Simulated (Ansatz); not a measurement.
Ca (fcc (Cu type), space group No. 225) under volume change, LDA (plane waves, PAW; program Ansatz), scaled uniformly.

```
V (Å³/atom)  E − E(relaxed) (meV/atom)  P (GPa)
-----------  -------------------------  -------
34.575                            20.7     2.07
35.715                             8.8     1.29
36.855                             2.1     0.61
37.995                             0.0     0.00
39.135                             1.9    -0.54
40.275                             7.5    -1.02
41.414                            16.3    -1.44
```

### Question
What does a third-order Birch–Murnaghan fit give for V₀, B₀ and B′?

### Answer
V₀ = 37.99 Å³/atom, B₀ = 19.1 GPa, B′ = 3.1.

Space group Fm-3m (fcc (Cu type)). The LDA relaxation kept the symmetry of its start.

Potentials: the later of the program's two PAW sets.
